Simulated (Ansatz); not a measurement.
A relaxed structure of ZnO. Space group P6₃/mmc (No. 194). Computed with PBEsol (plane waves to 420 eV, PAW, scalar-relativistic; Ansatz, a program for electronic structure).

Space group P6₃/mmc (No. 194); a = 3.4099 Å, b = 3.4099 Å, c = 4.4882 Å, α = 90.00°, β = 90.00°, γ = 120.00°

| atom | site | symmetry | x | y | z |
|---|---|---|---|---|---|
| O | 2d | -6m2 | 0.6667 | 0.3333 | 0.2500 |
| Zn | 2c | -6m2 | 0.3333 | 0.6667 | 0.2500 |

What is the computed band gap (PBEsol)?

0.94 eV, indirect (valence top at H, conduction bottom at Γ) (no spin-orbit coupling).

What is the computed smallest direct gap (PBEsol)?

0.97 eV at Γ.

No spin polarisation in the result.

The run could not lose the symmetry of its start.

It was reached from a disturbed copy of a P6₃mc (No. 186) cell (wurtzite type), against which it lies +61 meV/atom.

The first start was generated by placing the elements on the sites of a structure type. Materials Project lists a structure of ZnO in the same space group, P6₃/mmc (No. 194); the sites were not compared with it, nor with measured phases. Known forms of ZnO include space group No. 186.
